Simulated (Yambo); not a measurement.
G0W0@LDA for LiIOH$_{2}$ (space group Pmma, No. 51) in Yambo. Reference settings: 2×2×2 Γ-centred k mesh, bands 3 to 219 and a 7 Ry block in the screening, 219 bands in G with the Bruneval-Gonze terminator, plasmon pole fitted at 27.2 eV. The LDA gap (0, -0.5, 0) → Γ on this mesh is 3.39 eV; G0W0 gaps are taken between the same points.

Gap ((0, -0.5, 0) → Γ) in eV against the number of bands and the screening block, terminator on:

| bands (W and G) | 2 Ry | 3 Ry | 4 Ry | 6 Ry | 7 Ry |
|---|---|---|---|---|---|
| 48 | 5.408 | 5.452 | 5.512 | 5.547 | 5.562 |
| 78 | 5.294 | 5.370 | 5.465 | 5.527 | 5.557 |
| 118 | 5.243 | 5.332 | 5.450 | 5.532 | 5.572 |
| 168 | 5.220 | 5.312 | 5.442 | 5.538 | 5.585 |
| 219 | 5.211 | 5.305 | 5.441 | 5.548 | 5.601 |

Rough cost of the Yambo step against the reference (shared machines):

```csv
bands (W and G),2 Ry,3 Ry,4 Ry,6 Ry,7 Ry
48,1/6,1/6,1/6,1/5,1/4
78,1/4,1/4,1/4,1/3,1/3
118,1/3,1/3,1/2,1/2,~1
168,~1,~1,~1,~1,~1
219,~1,~1,~1,~1,1
```

At the largest block the last step in bands moves the gap by 0.016 eV; at the most bands the last step in the block moves it by 0.053 eV.

Without spin-orbit coupling, band edges of such heavy elements can be off by tenths of an eV.

Geometry of the Materials Project entry, not relaxed at this level; primitive cell a = 6.4345 Å, b = 4.3971 Å, c = 5.6203 Å, α = 90.00°, β = 90.00°, γ = 90.00°.

The structure is a Materials Project entry; no match was found in the copy of COD used, and its stability was not checked.

The distance between layers or molecules is the database entry's, not relaxed here. Functionals without dispersion can leave it too large, which widens gaps and weakens the response across layers: the numbers belong to this cell.
